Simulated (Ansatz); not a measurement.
An elastic tensor (GPa, Voigt order, standard axes) from the program Ansatz at the r²SCAN level (PAW):

```
 165  63.9  63.9   0.0   0.0   0.0
63.9   165  63.9   0.0   0.0   0.0
63.9  63.9   165   0.0   0.0   0.0
 0.0   0.0   0.0  87.3   0.0   0.0
 0.0   0.0   0.0   0.0  87.3   0.0
 0.0   0.0   0.0   0.0   0.0  87.3
```

**Question.** Which compound is it?
A. Ba, bcc (W type)
B. BeS, zinc blende
C. Au, fcc (Cu type)
D. Ir, fcc (Cu type)

**Answer.** B, BeS, zinc blende

Space group F-43m (zinc blende). Symmetry was held in the r²SCAN relaxation; phonons on a q-mesh show no instability.

Potentials: the later of the program's two PAW sets.
